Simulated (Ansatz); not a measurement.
NiSi3P4 (space group I-42m)

```xyz
8
Lattice="-2.5808 2.5808 5.1755 2.5808 -2.5808 5.1755 2.5808 2.5808 -5.1755" Properties=species:S:1:pos:R:3 pbc="T T T"
Si     2.5808     0.0000     2.5877
Si     0.0000     2.5808     2.5877
Si     0.0000     0.0000     5.1755
Ni     0.0000     0.0000     0.0000
P      1.3387     1.3387     3.9517
P      1.3387    -1.3387     6.3993
P      1.2421     1.2421    -1.2238
P     -1.3387     1.3387     6.3993
```

The slice is a (100) plane (indices of the conventional cell) through the point (0.122, 0.122, 0.481) (fractional), spanned by u = [101] and v = [110] in vectors of this cell: u (5.16 Å) and v (10.35 Å, at 90° to u). It covers one period; positions are fractions (u, v).

Method: PBEsol (plane waves to 420 eV, PAW, scalar-relativistic; Ansatz, a quantum-chemistry and plane-wave program). k mesh 9×9×9. Inside the PAW spheres the values are not all-electron values, and peaks at nuclei hang on which shells count as valence. NiSi3P4 is run without spin polarisation. NiSi3P4 was relaxed with its symmetry unable to fall.

Question: Predict the map of the electron localisation function (ELF) on the slice.

Answer: 
```
|xx228888663300000000002255888811|
|66889999773311000000001144779988|
|88889988664422111111112233668888|
|55667766554444444444444433445555|
|22333333446677887777776644332222|
|00001122558899998888998866331100|
|00000022558899662255888866220000|
|00000022668888xxxxxx778866220000|
|00001122669988xxxxxx888866220000|
|00111122558899774477999966331100|
|22222222336688999999998855332222|
|66554433333355777777775544445555|
|88888866332233333333333344668888|
|88889988553322111111112255889999|
|xx008899773311000000002255889955|
|xxxx5599773311000000001155888811|
|xx118899773300000000002255888844|
|77889999663311000000002255889988|
|88888877553322221111112244778888|
|66666655444455554444443333446666|
|22223333557788887777775533222222|
|00001133668899998888888855221100|
|00000022668899772233888866220000|
|0000002255888811xxxx559977331100|
|0000001144778811xxxx779977331100|
|00000011447799774466999966332211|
|22221122336688999999997744222222|
|66554433334466777777664422334455|
|88888866442222333333332233447799|
|77889988552211001111222244779999|
|xx118888552200000000112266999933|
|xxxx66886622000000000022669988xx|
```
Scale: ten equal steps from 0.03 (start of '0') to 0.84 (end of '9'), in the order '0123456789'. Values: electron localisation function (ELF). The map has 16 points along u (two characters each, u = 0 at the left) and 32 along v (v = 0 in the bottom row). Points within 0.4 Å of a nucleus are blanked (x), as the pseudised field means little there.
